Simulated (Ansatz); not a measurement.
Consider the following.

HfSiO$_{4}$:
Space group I4₁/amd, origin choice 1 (No. 141); a = b = 6.647 Å, c = 6.015 Å, α = β = γ = 90.00°

| atom | site | symmetry | x | y | z |
|---|---|---|---|---|---|
| Hf | 4a | -4m2 | 0.0000 | 0.0000 | 0.0000 |
| Si | 4b | -4m2 | 0.0000 | 0.0000 | 0.5000 |
| O | 16h | .m. | 0.3158 | 0.0000 | 0.0689 |
(The calculation used a cell of 12 atoms; values per cell refer to that cell.)

This is the PBE-relaxed structure.

Q: All from the program Ansatz at the PBE level (PAW), unless another level is named. Estimate the electron effective mass with spin–orbit coupling.

A: 1.5, 7.7, 28 mₑ (principal values).

Q: Predict the smallest direct gap on the standard path.

A: 5.64 eV.

Q: Give the gap with spin–orbit coupling.

A: 5.30 eV.

Q: What about the weight of the valence-edge state by species (Voronoi cells)?

A: O 98 %.

Q: And the weight of the conduction-edge state by species (Voronoi cells)?

A: Hf 62 %, O 33 %, Si 6 %.

Space group I4_1/amd. Symmetry was held in the PBE relaxation. No spin polarisation was allowed. Spin–orbit coupling is left out wherever it is not named.

Potentials: the earlier of the program's two PAW sets.
